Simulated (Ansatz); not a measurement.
V (bcc, W type)

```xyz
1
Lattice="-1.4924 1.4924 1.4924 1.4924 -1.4924 1.4924 1.4924 1.4924 -1.4924" Properties=species:S:1:pos:R:3 pbc="T T T"
V      0.0000     0.0000     0.0000
```

Grid over V/V₀ and (c/a)/(c/a)₀, subscript 0 meaning the relaxed cell; the conventional c axis lies along z; no internal relaxation.

Level of theory: r2SCAN (plane waves to 500 eV, PAW, scalar-relativistic; Ansatz, an electronic-structure program). k mesh 22×22×22 (Γ-centred), Fermi-Dirac smearing 0.05 eV. Compression counts positive. With partly filled bands, the response to shear is sensitive to the k mesh, so small differences along c/a are uncertain. The PAW data are Ansatz's earlier set. V is run without spin polarisation. V was relaxed with its symmetry unable to fall.

At one point of the scan the stress tensor (GPa) is:

```
   -7.8      0.0      0.0
    0.0     -7.8      0.0
    0.0      0.0     -5.5
```

Q: Which point is it?
A) V/V₀ = 1.040, (c/a)/(c/a)₀ = 1.000
B) V/V₀ = 1.040, (c/a)/(c/a)₀ = 1.020
C) V/V₀ = 1.040, (c/a)/(c/a)₀ = 0.980
D) V/V₀ = 1.080, (c/a)/(c/a)₀ = 0.980

A: C, V/V₀ = 1.040, (c/a)/(c/a)₀ = 0.980

(A scan under strain: stresses follow from slopes of the energy per volume, elastic moduli from its curvatures.)
